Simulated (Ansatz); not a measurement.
Rb$_{2}$NbCuSe$_{4}$ in space group Fddd (No. 70; Rb on 16g, Nb on 8a, Cu on 8b, Se on 32h), the program Ansatz at the PBE level (PAW), all energies at zero smearing, with the estimated change up to a 700 eV cutoff added, with one set of potentials and settings (totals compare only within such a set). Cell of 16 atoms (4 Rb, 2 Nb, 2 Cu, 8 Se): -79192.529 eV.

| element | reference phase | E (eV/atom) |
|---|---|---|
| Rb | Cmcm, 2 atoms in the cell | -3267.3525 |
| Nb | Im-3m, 1 atoms in the cell | -4552.2836 |
| Cu | Fm-3m, 1 atoms in the cell | -6625.1757 |
| Se | P3_121, 3 atoms in the cell | -5469.0798 |

Formation energy per atom, worked out: (-79192.529 − 4×(-3267.3525) − 2×(-4552.2836) − 2×(-6625.1757) − 8×(-5469.0798))/16 = -0.973 eV/atom (-94 kJ per mol of atoms), at 0 K, without zero-point energy or fitted corrections.

The first step of the workflow began from a Materials Project structure, measured or hypothetical; the Crystallography Open Database files this formula in space group No. 70, but the cells were not matched. Whether it is the stable phase at ambient conditions was not checked. The PBE relaxation kept the symmetry of its start; its stability against distortions is not shown here. No spin polarisation was allowed. The references are the lowest solids computed at this level, not always the standard phases.

Potentials: the later of the program's two PAW sets.
